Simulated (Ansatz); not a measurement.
Band structure of SiHg₂

```
Si Hg
1.0
     0.00000    3.28988    3.28988
     3.28988    0.00000    3.28988
     3.28988    3.28988    0.00000
Si Hg
1 2
Direct
  0.00000 0.00000 0.00000
  0.25000 0.25000 0.25000
  0.75000 0.75000 0.75000
```

Atom numbers follow the list: Si1, Hg2, Hg3.

The cell was built from the fluorite type and relaxed in the same program, and has space group Fm-3m; it needn't be a known or the stable phase.

No spin–orbit coupling, which matters for the heavy atoms here.

Computed with DFT, PBE, all-electron LAPW, scalar-relativistic (Ansatz 0.2.0).

Settings: a Γ-centred 9×9×9 k mesh, Fermi–Dirac smearing of 0.03 eV, basis error target 0.5 meV/atom, no spin polarisation.

Points in fractions of the reciprocal vectors of this cell: Γ (0, 0, 0), X (0.5, 0, 0.5), U (0.625, 0.25, 0.625), K (0.375, 0.375, 0.75), L (0.5, 0.5, 0.5), W (0.5, 0.25, 0.75). The path joins them by straight lines in the order Γ–X–U–K–Γ–L–W–X; legs that retrace an earlier one aren't tabulated. Energies are in eV from the Fermi level.

Metal or insulator at this level of theory?

No gap opens: metallic or semimetallic.

Tabulate bands 36 to 43, counted from the lowest band of the run, along the path.


```tsv
k (1/Å)	point	band 36	band 37	band 38	band 39	band 40	band 41	band 42	band 43
0.00	Γ	-6.07	-6.07	-0.49	1.22	1.28	1.28	1.28	2.08
0.24		-6.28	-6.08	-1.14	-0.17	0.28	0.28	1.83	3.13
0.48		-6.52	-6.08	-2.38	-1.20	-0.90	-0.90	2.34	4.59
0.72		-6.50	-6.09	-3.79	-1.78	-1.78	-1.70	1.99	5.45
0.95	X	-6.10	-5.92	-4.76	-2.13	-2.13	-1.84	1.76	5.94
1.04		-6.12	-5.87	-4.75	-2.69	-2.08	-1.32	1.86	5.76
1.12		-6.20	-5.76	-4.72	-3.35	-1.95	-0.77	2.19	5.34
1.21		-6.32	-5.63	-4.67	-3.94	-1.75	-0.34	2.75	4.83
1.29	U	-6.46	-5.60	-4.59	-4.35	-1.49	-0.02	3.50	4.32
1.44		-6.62	-5.63	-4.71	-4.13	-1.88	0.84	3.55	4.01
1.58		-6.69	-5.64	-4.79	-3.89	-2.24	2.03	2.41	4.57
1.73		-6.62	-5.63	-4.71	-4.13	-1.88	0.84	3.55	4.01
1.88	K	-6.46	-5.60	-4.59	-4.35	-1.49	-0.02	3.50	4.32
2.13		-6.74	-6.53	-4.04	-3.93	-0.51	0.61	2.97	4.88
2.38		-6.63	-6.37	-2.83	-2.72	0.45	0.98	2.02	3.73
2.64		-6.25	-6.14	-1.31	-0.89	0.99	1.08	1.45	2.53
2.89	Γ	-6.07	-6.07	-0.49	1.22	1.28	1.28	1.28	2.08
3.10		-6.16	-6.16	-1.22	-0.22	0.90	0.90	1.81	2.58
3.30		-6.38	-6.38	-3.08	-0.83	0.46	0.46	2.98	3.18
3.51		-6.68	-6.68	-4.83	-1.12	0.21	0.21	3.38	3.38
3.72	L	-6.93	-6.24	-6.12	-1.21	0.12	0.12	3.37	3.37
3.89		-6.82	-6.17	-5.92	-1.89	-0.23	0.62	2.65	3.84
4.05		-6.74	-5.96	-5.43	-2.96	-1.17	1.32	2.34	4.98
4.22		-6.69	-5.64	-4.79	-3.89	-2.24	2.03	2.41	4.57
4.39	W	-6.67	-5.39	-4.37	-4.37	-2.83	2.49	2.49	3.95
4.51		-6.58	-5.47	-4.57	-4.05	-2.73	1.30	3.26	3.66
4.63		-6.32	-5.65	-4.68	-3.55	-2.49	0.13	2.50	4.73
4.75		-6.15	-5.83	-4.75	-2.86	-2.24	-0.97	1.96	5.58
4.87	X	-6.10	-5.92	-4.76	-2.13	-2.13	-1.84	1.76	5.94
```
